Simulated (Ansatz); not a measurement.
## Band table of Eu (bcc type)

```
CELL_PARAMETERS angstrom
-2.01957 2.01957 2.01957
2.01957 -2.01957 2.01957
2.01957 2.01957 -2.01957
ATOMIC_POSITIONS crystal
Eu 0.00000 0.00000 0.00000
```

The cell comes from a relaxation on PAW files under the same functional, begun from a prototype that needn't be the stable phase.

Level of theory: DFT with PBE, scalar-relativistic, in Ansatz 0.2.0; a Γ-centred 14×14×14 k mesh, Fermi–Dirac smearing of 0.05 eV, spin-polarised from start moments Eu 7 μB. PAW: frozen-core files, cutoff 420 eV.

This run: volume at 0.78 of the series' base cell.

The open f shell is treated without a Hubbard term, so these are results of the method, and the state needn't be the lowest. Spin–orbit coupling is left out, which matters for the heavy atoms.

Path points, in fractions of the reciprocal vectors: Γ (0.000, 0.000, 0.000), H (0.500, -0.500, 0.500), N (0.000, 0.000, 0.500), P (0.250, 0.250, 0.250). The distance column jumps between branches of the path. Levels in eV from the Fermi level, spin up; bands 2 to 14, counted from the lowest band of the run. The gap is zero, the pressure 5.27 GPa.

```
# k(1/Å) point b2 b3 b4 b5 b6 b7 b8 b9 b10 b11 b12 b13 b14
0.000 Γ -19.77 -19.77 -19.77 -4.63 -0.64 -0.64 -0.64 -0.38 -0.38 -0.38 -0.31 2.00 2.00
0.194 - -19.83 -19.79 -19.79 -4.39 -0.65 -0.63 -0.63 -0.39 -0.38 -0.38 -0.35 1.97 1.97
0.389 - -19.97 -19.86 -19.86 -3.72 -0.68 -0.61 -0.61 -0.44 -0.42 -0.40 -0.40 1.94 1.94
0.583 - -20.14 -19.96 -19.96 -2.76 -0.74 -0.58 -0.58 -0.50 -0.49 -0.41 -0.41 1.74 2.03
0.778 - -20.29 -20.09 -20.09 -1.75 -0.85 -0.56 -0.55 -0.55 -0.55 -0.41 -0.41 0.82 2.34
0.972 - -20.38 -20.21 -20.21 -1.09 -1.06 -0.61 -0.59 -0.54 -0.54 -0.38 -0.38 0.18 2.94
1.167 - -20.41 -20.32 -20.32 -1.35 -1.17 -0.64 -0.56 -0.54 -0.54 -0.34 -0.34 -0.15 3.87
1.361 - -20.42 -20.39 -20.39 -1.60 -1.53 -0.66 -0.55 -0.55 -0.55 -0.32 -0.32 -0.28 5.11
1.556 H -20.41 -20.41 -20.41 -1.70 -1.70 -0.66 -0.55 -0.55 -0.55 -0.32 -0.32 -0.32 6.56
1.693 - -20.42 -20.40 -20.39 -1.64 -1.62 -0.66 -0.55 -0.55 -0.54 -0.32 -0.31 -0.31 5.39
1.831 - -20.46 -20.36 -20.33 -1.49 -1.39 -0.65 -0.57 -0.55 -0.52 -0.33 -0.30 -0.28 4.15
1.968 - -20.51 -20.31 -20.23 -1.31 -1.07 -0.64 -0.61 -0.54 -0.49 -0.34 -0.24 -0.24 3.15
2.106 - -20.57 -20.24 -20.11 -1.23 -0.79 -0.66 -0.62 -0.53 -0.44 -0.36 -0.24 -0.03 2.24
2.243 - -20.62 -20.18 -19.99 -1.38 -0.68 -0.66 -0.60 -0.51 -0.41 -0.37 -0.29 0.45 1.44
2.381 - -20.67 -20.12 -19.88 -1.69 -0.66 -0.61 -0.58 -0.47 -0.40 -0.39 -0.34 0.81 1.05
2.518 - -20.70 -20.08 -19.81 -1.96 -0.65 -0.59 -0.57 -0.40 -0.40 -0.39 -0.37 0.38 1.58
2.656 N -20.71 -20.07 -19.78 -2.06 -0.64 -0.59 -0.57 -0.40 -0.39 -0.38 -0.35 0.21 1.81
2.793 - -20.68 -20.06 -19.78 -2.08 -0.64 -0.59 -0.56 -0.42 -0.40 -0.38 -0.35 0.28 1.61
2.931 - -20.58 -20.02 -19.78 -2.19 -0.63 -0.59 -0.55 -0.48 -0.44 -0.39 -0.35 0.47 1.26
3.068 - -20.44 -19.98 -19.78 -2.51 -0.63 -0.63 -0.53 -0.53 -0.47 -0.40 -0.35 0.74 1.13
3.206 - -20.26 -19.92 -19.77 -3.04 -0.66 -0.63 -0.57 -0.50 -0.46 -0.40 -0.35 1.05 1.29
3.343 - -20.08 -19.86 -19.77 -3.64 -0.66 -0.63 -0.61 -0.45 -0.44 -0.40 -0.35 1.38 1.60
3.480 - -19.92 -19.81 -19.77 -4.16 -0.65 -0.63 -0.63 -0.41 -0.41 -0.39 -0.35 1.69 1.86
3.618 - -19.81 -19.78 -19.77 -4.51 -0.64 -0.64 -0.64 -0.38 -0.38 -0.38 -0.33 1.92 1.98
3.755 Γ -19.77 -19.77 -19.77 -4.63 -0.64 -0.64 -0.64 -0.38 -0.38 -0.38 -0.31 2.00 2.00
3.924 - -19.83 -19.78 -19.78 -4.45 -0.64 -0.64 -0.63 -0.39 -0.38 -0.38 -0.33 1.90 1.90
4.092 - -20.00 -19.80 -19.80 -3.94 -0.65 -0.65 -0.62 -0.44 -0.39 -0.39 -0.36 1.59 1.59
4.261 - -20.21 -19.83 -19.83 -3.20 -0.65 -0.65 -0.59 -0.49 -0.41 -0.41 -0.38 1.14 1.14
4.429 - -20.40 -19.89 -19.89 -2.32 -0.64 -0.64 -0.55 -0.50 -0.42 -0.42 -0.40 0.70 0.70
4.597 - -20.50 -19.96 -19.96 -1.43 -0.62 -0.62 -0.51 -0.46 -0.42 -0.41 -0.41 0.37 0.37
4.766 - -20.51 -20.05 -20.05 -0.81 -0.58 -0.58 -0.48 -0.46 -0.40 -0.40 -0.19 0.18 0.18
4.934 - -20.41 -20.15 -20.15 -0.63 -0.54 -0.54 -0.49 -0.44 -0.40 -0.40 0.15 0.15 0.24
5.103 P -20.25 -20.25 -20.25 -0.58 -0.52 -0.52 -0.52 -0.41 -0.41 -0.41 0.24 0.24 0.24
5.271 - -20.33 -20.33 -20.07 -0.65 -0.54 -0.54 -0.51 -0.42 -0.42 -0.39 -0.08 0.36 0.36
5.439 - -20.40 -20.40 -19.93 -0.84 -0.58 -0.58 -0.54 -0.41 -0.41 -0.37 -0.18 0.40 0.40
5.608 - -20.43 -20.43 -19.89 -0.90 -0.64 -0.64 -0.58 -0.42 -0.42 -0.35 0.00 0.29 0.29
5.776 - -20.45 -20.45 -19.95 -0.78 -0.74 -0.74 -0.61 -0.45 -0.45 -0.34 0.04 0.04 0.50
5.945 - -20.44 -20.44 -20.09 -0.98 -0.98 -0.66 -0.63 -0.49 -0.49 -0.33 -0.18 -0.18 1.51
6.113 - -20.43 -20.43 -20.25 -1.32 -1.32 -0.65 -0.59 -0.52 -0.52 -0.32 -0.28 -0.28 3.00
6.281 - -20.42 -20.42 -20.37 -1.60 -1.60 -0.66 -0.56 -0.54 -0.54 -0.32 -0.31 -0.31 4.81
6.450 H -20.41 -20.41 -20.41 -1.70 -1.70 -0.66 -0.55 -0.55 -0.55 -0.32 -0.32 -0.32 6.56
7.797 P -20.25 -20.25 -20.25 -0.58 -0.52 -0.52 -0.52 -0.41 -0.41 -0.41 0.24 0.24 0.24
7.894 - -20.34 -20.24 -20.16 -0.60 -0.53 -0.52 -0.51 -0.42 -0.41 -0.40 0.13 0.14 0.39
7.991 - -20.43 -20.22 -20.07 -0.67 -0.56 -0.53 -0.48 -0.42 -0.41 -0.39 -0.13 0.10 0.60
8.089 - -20.51 -20.19 -19.99 -0.85 -0.59 -0.55 -0.48 -0.41 -0.41 -0.39 -0.36 0.10 0.84
8.186 - -20.58 -20.16 -19.92 -1.18 -0.62 -0.56 -0.51 -0.41 -0.40 -0.40 -0.39 0.11 1.11
8.283 - -20.63 -20.12 -19.86 -1.53 -0.63 -0.57 -0.54 -0.40 -0.39 -0.39 -0.38 0.15 1.37
8.380 - -20.68 -20.09 -19.82 -1.82 -0.64 -0.58 -0.56 -0.40 -0.39 -0.38 -0.37 0.18 1.59
8.478 - -20.70 -20.07 -19.79 -2.00 -0.64 -0.59 -0.57 -0.40 -0.39 -0.38 -0.35 0.20 1.75
8.575 N -20.71 -20.07 -19.78 -2.06 -0.64 -0.59 -0.57 -0.40 -0.39 -0.38 -0.35 0.21 1.81
```
